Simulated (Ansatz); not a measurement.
## Sr₉Cr₂N₈, one structure, two calculations

Cell: a Materials Project structure (computed, not necessarily an observed phase), taken as it stands.

```cif
data_Sr9Cr2N8
_symmetry_space_group_name_H-M 'C2/m'
_symmetry_Int_Tables_number 12
_cell_length_a 20.1874
_cell_length_b 5.2421
_cell_length_c 8.5100
_cell_angle_alpha 90.000
_cell_angle_beta 112.130
_cell_angle_gamma 90.000
loop_
_atom_site_label
_atom_site_type_symbol
_atom_site_symmetry_multiplicity
_atom_site_Wyckoff_symbol
_atom_site_fract_x
_atom_site_fract_y
_atom_site_fract_z
Sr1 Sr 2 d 0.5000 0.0000 0.5000
Sr2 Sr 4 i 0.0400 0.0000 0.2410
Sr4 Sr 4 i 0.3256 0.0000 0.5518
Sr6 Sr 4 i 0.4133 0.0000 0.0093
Sr8 Sr 4 i 0.8039 0.0000 0.1727
Cr Cr 4 i 0.1920 0.0000 0.1965
N12 N 4 i 0.1143 0.0000 0.0150
N14 N 4 i 0.1840 0.0000 0.3904
N16 N 4 i 0.2753 0.0000 0.1815
N18 N 4 i 0.5364 0.0000 0.2439
```

One atom of each set is listed; the run and its k-mesh use a cell of 19 atoms with edges of 10.43, 10.43, 8.51 Å.

First run. The numbers come from a DFT calculation in Ansatz (PBE, plane waves and PAW, scalar-relativistic, collinear spin, 420 eV cutoff, Γ-centred 6×6×4 k-points, Fermi–Dirac smearing 0.02 eV). Start moments as typed (μB): 3 on each Cr, none on the rest.

```
site  V_zz (10²¹ V/m²)     η  m (μB)
 Sr1             -26.1  0.31   -0.01
 Sr2            -14.96  0.57   -0.01
 Sr4            -10.81  0.91    0.00
 Sr6              5.71  0.05    0.00
 Sr8              5.25  0.60   -0.01
  Cr             11.85  0.10   -0.01
 N12              3.70  0.49    0.00
 N14              4.23  0.09    0.00
 N16              3.80  0.60    0.00
 N18              0.60  0.68    0.00
```

Second run. The same atoms and settings, except that the mesh is 7×7×4 and the Fermi–Dirac smearing is 0.05 eV.

Question: Given the first result, estimate the second.

Answer: 

```tsv
site	V_zz	η	change of V_zz	m (μB)
Sr1	-25.9	0.35	+0.15	0.00
Sr2	-14.94	0.57	+0.02	0.00
Sr4	-10.83	0.91	-0.02	0.00
Sr6	5.73	0.06	+0.02	0.00
Sr8	5.34	0.59	+0.09	0.00
Cr	11.84	0.10	-0.01	0.00
N12	3.70	0.49	0.00	0.00
N14	4.23	0.09	0.00	0.00
N16	3.80	0.60	0.00	0.00
N18	0.62	0.69	+0.02	0.00
```

The largest change of V_zz is on Sr1, from -26.1 to -25.9. In per cent, |V_zz| changes by -1 to +2 on Sr, 0 on Cr, 0 on N (all sites that start above 2). The absolute magnetisation of the cell goes from 0.4 to 0.0 μB.

Without spin–orbit coupling (the program notes it for Sr) the gradients can shift somewhat, as the gap is small.
For the first run: Semilocal functionals can leave a metal where correlation in the d or f shell opens a gap in the real compound, and that would change the values at and beside Cr. The run lost most of its start moments on Cr; a state with other moments may lie lower. The magnetic order is the one that the run reached from its start moments, not necessarily the measured one (the real compound may not order at all).
For the second run: Semilocal functionals make gaps too small and can close them, so the real compound need not be a metal. The start moments die out, and the run ends without spin.
